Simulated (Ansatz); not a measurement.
A geometry of SrTiO3 away from equilibrium: step 2 of the relaxation of a relaxed SrTiO3 cell shaken by Gaussian noise of σ = 0.08 Å a coordinate. Level of theory: PBEsol (plane waves to 420 eV, PAW, scalar-relativistic; Ansatz, an electronic-structure program). Γ-centred k-mesh 5×5×5 on the run's cell (coarser than for final values), Fermi–Dirac smearing 0.05 eV.

```yaml
crystal:
  lattice:
    - [2.73901, 1.60028, 4.48858]
    - [-2.75053, 1.59550, 4.49735]
    - [-0.00990, -3.19917, 4.49417]
  atoms:
    - { symbol: Sr, position: [0.25437, 0.22887, 0.26219] }
    - { symbol: Sr, position: [0.75026, 0.74733, 0.73321] }
    - { symbol: Ti, position: [0.01303, 0.98094, 0.99983] }
    - { symbol: Ti, position: [0.50273, 0.49325, 0.48100] }
    - { symbol: O, position: [0.72481, 0.76806, 0.26269] }
    - { symbol: O, position: [0.24471, 0.71042, 0.79905] }
    - { symbol: O, position: [0.77976, 0.23005, 0.71991] }
    - { symbol: O, position: [0.27641, 0.21839, 0.74331] }
    - { symbol: O, position: [0.75664, 0.28574, 0.20570] }
    - { symbol: O, position: [0.22741, 0.74978, 0.29161] }
```

Task: What forces act on the atoms (eV/Å)?

Result: 
```tsv
atom	Fx	Fy	Fz
Sr1	-0.23	0.34	-0.19
Sr2	0.22	-0.32	0.24
Ti3	-0.97	0.72	-0.99
Ti4	1.51	-0.80	1.21
O5	-0.10	-0.05	0.36
O6	0.49	0.26	-0.06
O7	0.09	-0.21	0.28
O8	0.14	0.00	-0.06
O9	-0.15	-0.40	-0.07
O10	-0.99	0.46	-0.70
```

Task: What is the pressure?

Result: +0.1 GPa, compression positive.

Task: How far above the relaxed end point is this geometry?

Result: 0.02 eV/atom; the path ends in P1 (No. 1) at a tolerance of 0.01 Å, Cc (No. 9) at 0.1 Å.

No spin polarisation in the result.

The end of the path is a generated cell of SrTiO3: the first start was made by placing the elements on the sites of a structure type, and the end was not matched to a known phase here, so it may be hypothetical. Known forms of SrTiO3 include space group No. 221.
